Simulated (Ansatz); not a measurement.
CaZn in space group Cmcm (No. 63; Ca on 4c, Zn on 4c), the program Ansatz at the PBE level (PAW), all energies at zero smearing, with the estimated change up to a 700 eV cutoff added, with one set of potentials and settings (totals compare only within such a set). Cell of 4 atoms (2 Ca, 2 Zn): -10272.786 eV.

```
element             reference phase  E (eV/atom)
-------  --------------------------  -----------
Ca       Fm-3m, 1 atoms in the cell   -1816.8597
Zn        C2/m, 3 atoms in the cell   -3319.0295
```

Formation energy per atom, worked out: (-10272.786 − 2×(-1816.8597) − 2×(-3319.0295))/4 = -0.252 eV/atom (-24 kJ per mol of atoms), at 0 K, without zero-point energy or fitted corrections.

The workflow started from a Materials Project entry (that database holds measured and hypothetical structures alike); the Crystallography Open Database copy checked does not list it. Its standing as an ambient phase is unchecked. Symmetry was held in the PBE relaxation; whether a distortion lowers the energy is not shown. The references are the lowest solids computed at this level, not always the standard phases.

Potentials: the later of the program's two PAW sets.
